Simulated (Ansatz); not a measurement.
AlN in space group P4_2/mnm (No. 136; Al on 4g, N on 4f), PBE in the plane-wave PAW code Ansatz. The conduction-band minimum lies at Γ, with 1 equivalent valley. Second derivatives d²E/dk² of the lowest band at one valley (eV·Å²), along Cartesian directions:

```tsv
direction	d²E/dk²
[100]	24.48
[010]	24.48
[001]	22.74
[110]	24.48
[101]	23.61
[011]	23.61
```

Q: Find the principal effective masses, the density-of-states mass and the conductivity mass.

A: Off-diagonal terms follow from H_xy = H[110] − (H_xx + H_yy)/2, and m*/mₑ = 7.620 eV·Å² over each eigenvalue: 0.31, 0.31, 0.34. One valley's DOS mass (m₁m₂m₃)^(1/3) = 0.32, conductivity mass 3/(Σ 1/mᵢ) = 0.32 mₑ.

Q: What effective density of states Nc follows at 300 K for parabolic valleys?

A: Nc = 2.509e19 × 1 × (0.32)^(3/2) ≈ 4.5e18 cm⁻³.

The start of the workflow was typed in or built on a structure type; neither database checked (COD, Materials Project) lists it. It is not the phase usual at ambient conditions (space group No. 186, 216). Symmetry was held in the PBE relaxation; its stability against distortions is not shown here.

Potentials: the later of the program's two PAW sets.

Edges and masses are those of Kohn–Sham bands, whose gap is no quasiparticle gap.
